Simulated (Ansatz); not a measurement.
ZrMo:
```cif
data_Mo4Zr4
_chemical_formula_sum 'Zr4 Mo4'
_space_group_name_H-M_alt 'Cmcm'
_space_group_IT_number 63
_space_group_name_Hall '-C 2c 2'
_cell_length_a 3.18180
_cell_length_b 11.88941
_cell_length_c 4.02393
_cell_angle_alpha 90.000
_cell_angle_beta 90.000
_cell_angle_gamma 90.000
loop_
_atom_site_label
_atom_site_type_symbol
_atom_site_symmetry_multiplicity
_atom_site_Wyckoff_symbol
_atom_site_fract_x
_atom_site_fract_y
_atom_site_fract_z
_atom_site_occupancy
Zr1 Zr 4 c 0.00000 0.33053 0.25000 1
Mo1 Mo 4 c 0.00000 0.05945 0.25000 1
```
(The calculation used a cell of 4 atoms; values per cell refer to that cell.)

Relaxed with PBEsol.

Task: Which orbitals make up the states near the Fermi level in the program Ansatz at the PBEsol level (PAW)?

Result: Within 0.5 eV of the Fermi level: Zr 4d 50 %, Mo 4d 39 %. Projections are on Löwdin-orthogonalised atomic valence shells; empty p or d shells of many metals are not among them.

Task: Tabulate the density of states.

Result: States/eV per cell of 4 atoms, in 0.25 eV bins, energy from the Fermi level.

```csv
E (eV),total,Mo 4d,Zr 4d,Zr 5s
-6.25,0.00,0.00,0.00,0.00
-6.00,0.08,0.00,0.00,0.04
-5.75,0.18,0.00,0.00,0.08
-5.50,0.25,0.00,0.00,0.10
-5.25,0.33,0.00,0.00,0.13
-5.00,0.42,0.01,0.01,0.16
-4.75,0.51,0.02,0.02,0.18
-4.50,0.59,0.04,0.03,0.20
-4.25,0.86,0.12,0.07,0.29
-4.00,2.57,1.14,0.45,0.47
-3.75,5.58,3.23,1.19,0.56
-3.50,5.97,3.63,1.32,0.39
-3.25,4.85,2.96,1.04,0.35
-3.00,5.77,3.40,1.55,0.29
-2.75,4.23,2.51,1.15,0.20
-2.50,3.13,1.86,0.92,0.17
-2.25,4.64,2.64,1.42,0.25
-2.00,6.06,3.31,1.84,0.37
-1.75,4.71,2.84,1.44,0.15
-1.50,4.75,3.01,1.42,0.09
-1.25,5.22,3.17,1.70,0.09
-1.00,5.01,2.54,1.98,0.15
-0.75,4.49,2.03,1.96,0.17
-0.50,4.47,1.74,2.23,0.16
-0.25,3.39,1.46,1.59,0.10
0.00,4.27,1.54,2.24,0.15
0.25,5.45,1.90,2.91,0.18
0.50,4.92,2.26,2.03,0.17
0.75,4.19,2.09,1.64,0.13
1.00,4.16,2.03,1.72,0.12
1.25,3.60,1.75,1.49,0.10
1.50,4.25,1.91,1.90,0.13
1.75,4.94,2.01,2.34,0.14
2.00,4.86,2.01,2.37,0.11
2.25,3.80,1.45,1.90,0.12
2.50,2.81,0.98,1.50,0.09
```

The start of the workflow was typed in or built on a structure type; neither database checked (COD, Materials Project) lists it. Whether it is the stable phase at ambient conditions was not checked. The cell was relaxed with PBEsol under the symmetry of its start; its stability against distortions is not shown here. The run is not spin-polarised. Its formation energy is positive at this level, so the cell may be metastable or incomplete. Scalar-relativistic: spin–orbit coupling is off unless named, which matters more the heavier the elements.

Potentials: the earlier of the program's two PAW sets. The files were generated under PBE; for other functionals the program regenerates the frozen cores, and for LDA and PBEsol the local potential too.
